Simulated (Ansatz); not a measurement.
The cell below belongs to a search over invented structures; it isn't taken from experiment.

Input and command of a plane-wave DFT calculation in Ansatz:

```yaml
crystal:
  lattice:
    - [3.8830544072, 0.0, 0.0]
    - [-1.9415272036, 3.3628237609, 0.0]
    - [0.0, 0.0, 14.8369297329]
  atoms:
    - { symbol: Mg, position: [0.0, 0.0, 0.0] }
    - { symbol: Cd, position: [0.6666666667, 0.3333333333, 0.3919100662] }
    - { symbol: Cd, position: [0.3333333333, 0.6666666667, 0.6080899338] }
    - { symbol: Cd, position: [0.6666666667, 0.3333333333, 0.2083766586] }
    - { symbol: Cd, position: [0.3333333333, 0.6666666667, 0.7916233414] }
    - { symbol: S, position: [0.0, 0.0, 0.5] }
    - { symbol: S, position: [0.3333333333, 0.6666666667, 0.0992124231] }
    - { symbol: S, position: [0.6666666667, 0.3333333333, 0.9007875769] }
basis:
  ecutwfc: 420
kpoints:
  mp_grid: { grid: [12, 12, 2] }
hamiltonian:
  xc: pbe
scf:
  occupations: { method: gaussian, width: 0.02 }
output:
  forces: true
  stress: true
  eigenvalues: true
relax:
  adjacent_minimum: "off"
  f_tol: 0.01
  max_steps: 30
  cell: { stress_tol: 0.1, fix: [volume] }
```

```bash
ansatz run input.yaml --threads 1 --pin off --max-ram 2560MiB --backend cpu --events-out ev --progress --plain --runs-dir out
```

Processor: Intel(R) Xeon(R) Platinum 8259CL CPU @ 2.50GHz (Skylake/Cascade Lake), 1 thread, on a host shared with other jobs.

**Question.** Estimate time, memory and problem size.

**Answer.** About 2.4 min, peak memory 0.7 GiB. It solves 65 bands at 38 k points (after reduction by symmetry) with about 3817 plane waves, in 26 SCF iterations over 5 ionic steps.
